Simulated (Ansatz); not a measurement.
An ordered 4-atom cell of Si₃Sn on the diamond lattice (P-4m2) at its r2SCAN geometry, run in Ansatz 0.2.0 at 3 levels of theory. (Calculated; spin-unpolarised; the phase may be known or hypothetical.)

The r2SCAN input:
```yaml
crystal:
  lattice:
    - [4.0376389216, 0.0, 0.0]
    - [0.0, 4.0376389216, 0.0]
    - [0.0, 0.0, 5.7486207076]
  atoms:
    - { symbol: Si, position: [0.5, 0.0, 0.7746010647] }
    - { symbol: Si, position: [0.5, 0.5, 0.0] }
    - { symbol: Si, position: [0.0, 0.5, 0.2253989353] }
    - { symbol: Sn, position: [0.0, 0.0, 0.5] }
kpoints:
  mp_grid: { grid: [6, 6, 4] }
  band_path:
    path:
      - [0.0, 0.0, 0.0]
      - [0.0, 0.5, 0.0]
      - [0.5, 0.5, 0.0]
      - [0.0, 0.0, 0.5]
      - [0.0, 0.5, 0.5]
      - [0.5, 0.5, 0.5]
    npoints: 1
hamiltonian:
  xc: r2scan
scf:
  occupations: { method: fixed }
  n_extra_bands: 5
output:
  forces: true
  stress: true
  eigenvalues: true
```

Main results, then, where recorded, the levels near the gap in eV from the Fermi energy (columns number the bands from 0), one row a point of the path (Γ, X, M, Z, R, A):
```
Crystal: 4 atoms, lattice volume = 93.717 Å³
Symmetry: 8 space group operations
Space group: P-4m2 (ITA 115)
```
```
Basis set: ecut = 500 eV, 2405 PW (Γ)
k-points: 30 of 144 (time reversal used)
SCF 1 converged in 6 iterations: F = -7955.321215 eV  dr2 = 3.10e-8
Free energy (F): -7955.321215 eV
Fermi energy:    6.961357 eV
--- Forces (eV/Å), atoms counted from 1 ---
  atom   1  Si      0.00000      0.00000      0.00011
  atom   2  Si      0.00000      0.00000      0.00000
  atom   3  Si      0.00000      0.00000    -0.00011
  atom   4  Sn      0.00000      0.00000      0.00000
--- Stress (GPa, compression-positive) ---
       -0.003729       0.000000       0.000000
        0.000000      -0.003729       0.000000
        0.000000       0.000000      -0.003832
  P = ⅓ Tr σ = -0.0038 GPa (-0.038 kbar)
```
```tsv
band_10	band_11	band_12	band_13	band_14	band_15
-0.307	0.000	0.000	0.684	0.705	2.280
-3.724	-2.156	-0.978	1.631	3.031	4.302
-3.075	-3.075	-2.812	0.396	0.760	0.760
-2.669	-1.502	-1.502	0.716	1.146	3.009
-1.491	-1.413	-0.780	0.858	1.255	2.931
-3.956	-3.956	-3.877	4.232	4.232	4.377
```

r2SCAN gives an indirect gap of 0.40 eV, from Γ to M; the least direct gap is 0.68 eV at Γ.

HSE06. Against the first input these blocks differ (the band path and keys that only write files left aside):
```yaml
kpoints:
  mp_grid: { grid: [4, 4, 4] }
hamiltonian:
  xc: hse06
```

```
Basis set: ecut = 420 eV, 1875 PW (Γ)
k-points: 18 of 64 (time reversal used)
SCF 1 stopped early in 5 iterations: F = -7930.991104 eV  dr2 = 1.65e-6
Exchange kernel: α = 0.2500, screened, ω = 0.2079 Å⁻¹, Wigner–Seitz truncation, v(0) = 1039.2727 eV·Å³, q-mesh 4×4×4
SCF 2 stopped early in 6 iterations: F = -7936.625173 eV  dr2 = 2.91e-6
hybrid outer 1: dexx = +9.364e-3 eV, tail = 2.25e-5 eV
SCF 3 converged in 4 iterations: F = -7936.625044 eV  dr2 = 9.57e-10
hybrid outer 2: dexx = +4.624e-7 eV, tail = 9.59e-9 eV, Δε = 1.82e-3 eV, ΔF = 8.02e-4 eV/Å
Free energy (F): -7936.625044 eV
Fermi energy:    6.735947 eV
--- Forces (eV/Å), atoms counted from 1 ---
  atom   1  Si      0.00000      0.00000    -0.00233
  atom   2  Si      0.00000      0.00000      0.00000
  atom   3  Si      0.00000      0.00000      0.00233
  atom   4  Sn      0.00000      0.00000      0.00000
--- Stress (GPa, compression-positive) ---
        0.105222       0.000000       0.000000
        0.000000       0.105222       0.000000
        0.000000       0.000000      -0.801498
  P = ⅓ Tr σ = -0.1970 GPa (-1.970 kbar)
```
```tsv
band_10	band_11	band_12	band_13	band_14	band_15
-0.270	0.000	0.000	1.043	1.064	2.634
-3.859	-2.224	-0.989	2.083	3.433	4.880
-3.177	-3.177	-2.894	0.755	1.088	1.088
-2.755	-1.533	-1.533	1.149	1.527	3.397
-1.520	-1.426	-0.795	1.199	1.620	3.445
-4.101	-4.101	-4.029	4.648	4.648	4.811
```

HSE06 gives an indirect gap of 0.76 eV, from Γ to M; the least direct gap is 1.04 eV at Γ. With the atoms held, the mean pressure is -0.2 GPa (compression positive). (The program warns that its thresholds are loose for a hybrid's stress.)

PBE0. Against the first input these blocks differ (the band path and keys that only write files left aside):
```yaml
kpoints:
  mp_grid: { grid: [4, 4, 4] }
hamiltonian:
  xc: pbe0
```

```
Basis set: ecut = 420 eV, 1875 PW (Γ)
k-points: 18 of 64 (time reversal used)
SCF 1 stopped early in 5 iterations: F = -7930.992172 eV  dr2 = 1.69e-6
SCF 2 stopped early in 6 iterations: F = -7936.384302 eV  dr2 = 5.47e-6
hybrid outer 1: dexx = +1.632e-2 eV, tail = 3.36e-5 eV
SCF 3 converged in 6 iterations: F = -7936.384188 eV  dr2 = 2.83e-10
hybrid outer 2: dexx = +2.112e-6 eV, tail = 1.66e-8 eV, Δε = 1.50e-3 eV, ΔF = 3.31e-3 eV/Å
Free energy (F): -7936.384188 eV
Fermi energy:    6.409127 eV
--- Forces (eV/Å), atoms counted from 1 ---
  atom   1  Si      0.00000      0.00000    -0.01323
  atom   2  Si      0.00000      0.00000      0.00000
  atom   3  Si      0.00000      0.00000      0.01323
  atom   4  Sn      0.00000      0.00000      0.00000
--- Stress (GPa, compression-positive) ---
       -0.091602       0.000000       0.000000
        0.000000      -0.091602       0.000000
        0.000000       0.000000      -0.944502
  P = ⅓ Tr σ = -0.3759 GPa (-3.759 kbar)
```
```tsv
band_10	band_11	band_12	band_13	band_14	band_15
-0.244	0.000	0.000	1.695	1.722	3.289
-3.943	-2.264	-1.019	2.755	4.105	5.584
-3.222	-3.222	-2.929	1.394	1.731	1.731
-2.805	-1.575	-1.575	1.804	2.179	4.071
-1.537	-1.435	-0.817	1.841	2.261	4.127
-4.182	-4.182	-4.109	5.339	5.339	5.508
```

PBE0 gives an indirect gap of 1.39 eV, from Γ to M; the least direct gap is 1.69 eV at Γ. The mean pressure at these positions is -0.4 GPa, compression counted positive. (The program warns that its thresholds are loose for a hybrid's stress.)

The hybrids run on coarser meshes, which limits their stresses and small splittings of levels.

Totals of different functionals can't be compared.

Spin-orbit coupling is left out, which matters wherever the heavy atoms make up the band edges.

The meshes of the hybrids are coarse, so their gaps aren't converged to the digits shown.
